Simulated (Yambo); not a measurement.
A G0W0@LDA run in Yambo for CsH (rock salt, space group Fm-3m, No. 225) (4×4×4 Γ-centred k mesh, 141 bands and a 10 Ry block in the screening, 141 bands in G with the Bruneval-Gonze terminator, plasmon pole fitted at 27.2 eV) gives these matrix elements, in eV, at the band edges (L → L):

```json
[
 {"state": "valence edge", "E0": "0.000", "<Vxc>": "-10.135", "<Σx>": "-13.297", "<Σc(E0)>": "1.176", "Z": "0.794"},
 {"state": "conduction edge", "E0": "1.961", "<Vxc>": "-6.798", "<Σx>": "-2.850", "<Σc(E0)>": "-3.126", "Z": "0.845"}
]
```

Question: Solve the linearised quasiparticle equation for both states, give the gap, and say how exchange and correlation each act on it.

Answer: E = E0 + Z(Σx + Σc − Vxc). Valence: 0.000 + 0.794 × (-13.297 + (1.176) − (-10.135)) = -1.58 eV. Conduction: 1.961 + 0.845 × (-2.850 + (-3.126) − (-6.798)) = 2.66 eV. The gap is 4.23 eV, against 1.96 eV in LDA. Replacing Vxc by bare exchange alone would open it by 7.11 eV; correlation takes back 4.30 eV of that, and Z scales what is left. Nearest settings tried, and what they do to the gap: 86 bands in W, 86 bands in G: -40 meV; 8 Ry block (181 vectors against 283): -34 meV. Not varied: mesh. So the settings aren't converged at that level. 

Geometry of the Materials Project entry, not relaxed at this level; primitive cell a = 4.5131 Å, b = 4.5131 Å, c = 4.5131 Å, α = 60.00°, β = 60.00°, γ = 60.00°.
